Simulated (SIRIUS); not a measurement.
Set-up for a self-consistent single point of TiSi (Pm, 8 atoms in the cell; from Materials Project mp-7092, changed as shown).

```xyz
8
Lattice="6.5122 0.0000 0.0000 0.0000 3.6317 0.0000 0.0000 0.0000 4.9935" Properties=species:S:1:pos:R:3 pbc="T T T"
Ti     4.4002     0.9079     1.8565
Ti     2.1120     2.7238     3.1370
Ti     5.3682     2.7238     4.3532
Ti     1.1041     0.9079     0.6403
Si     3.5422     0.9079     4.2714
Si     2.9700     2.7238     0.7221
Si     6.2261     2.7238     1.7747
Si     0.2861     0.9079     3.2188
```

All values come from this method and carry its errors: PBEsol, GBRV PBEsol ultrasoft pseudopotentials (plane waves; SIRIUS).

SIRIUS settings:

| setting | value |
|---|---|
| parameters.ngridk | 3 5 4 |
| parameters.xc_functionals | [XC_GGA_X_PBE_SOL, XC_GGA_C_PBE_SOL] |
| parameters.gk_cutoff | 6.325 1/bohr |
| parameters.pw_cutoff | 14.143 1/bohr |
| parameters.smearing | fermi_dirac |
| parameters.smearing_width | 0.00183747 Ha |
| potentials | GBRV PBEsol ultrasoft pseudopotentials |
| parameters.electronic_structure_method | pseudopotential |
| parameters.num_bands | 38 |
| parameters.num_mag_dims | 0 |
| parameters.num_dft_iter | 100 |
| parameters.energy_tol | 1e-07 Ha |
| parameters.density_tol | 1e-06 |
| mixer.type | anderson |
| mixer.beta | 0.3 |
| mixer.use_hartree | false |

Results:

- Number of valence electrons: 64
- Number of bands: 38
- Number of k-points after the program's reduction: 21
- Number of plane waves (most at a k-point): 3426
- Number of SCF iterations: 30
- FFT grid: 60 × 36 × 45
- Free energy E − TS: -7011.3600 eV
- Fermi level (on the code's own zero): 12.94 eV
- Pressure: -2.69 GPa
- Largest force (vector length): 0.470 eV/Å

Forces (eV/Å):
```tsv
atom	Fx	Fy	Fz
Ti1	-0.008	0.000	0.037
Ti2	-0.045	0.000	-0.018
Ti3	-0.038	0.000	0.039
Ti4	0.461	0.000	-0.088
Si5	-0.002	0.000	-0.121
Si6	-0.207	0.000	0.119
Si7	-0.181	0.000	-0.062
Si8	0.021	0.000	0.095
```

Stress (GPa, positive for compression):
```
-3.20   0.00  -0.03
 0.00  -2.61   0.00
-0.03   0.00  -2.25
```

For comparison: a first run was changed to give this one (atom 4 moved by -0.04 angstrom along x), and from it to this one the free energy goes up by 1.2 meV/atom, the pressure stays near -2.69 GPa while the zz stress (positive for compression) goes from -2.58 to -2.25 GPa and the largest force goes from 0.146 to 0.470 eV/Å.

The structure comes from a collection of computed structures, made at another level of theory; the collection holds predicted forms beside known ones. No clean gap shows at this smearing width and mesh (spacing up to 0.35 Å⁻¹); the mesh is coarse for partly filled bands, so the values carry mesh errors.

Cost on one core: roughly 80 core-seconds.
